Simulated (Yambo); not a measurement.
Input:

```xyz
2
Lattice="0.0000 2.0970 2.0970 2.0970 0.0000 2.0970 2.0970 2.0970 0.0000" Properties=species:S:1:pos:R:3 pbc="T T T"
O      2.0970     2.0970     2.0970
Mg     0.0000     0.0000     0.0000
```

Workflow: PBE (Quantum ESPRESSO, PseudoDojo norm-conserving, 84 Ry, without SOC), then G0W0 in Yambo (6×6×6 Γ-centred k mesh, bands 2 to 71 and a 14 Ry block in the screening, 71 bands in G with the Bruneval-Gonze terminator, plasmon pole fitted at 27.2 eV).

Problem. Give the PBE and G0W0 gaps between the band edges found on this mesh, and say where the edges lie.

Solution. Edges: Γ → Γ. PBE: 4.90 eV; G0W0: 7.26 eV. Nearest settings tried, and what they do to the gap: 25 bands in W, 25 bands in G: +63 meV; 33 bands in W: -6 meV; 11 Ry block (89 vectors against 137): -79 meV. Not varied: mesh. So the settings aren't converged at that level. 

Geometry of the Materials Project entry, not relaxed at this level.
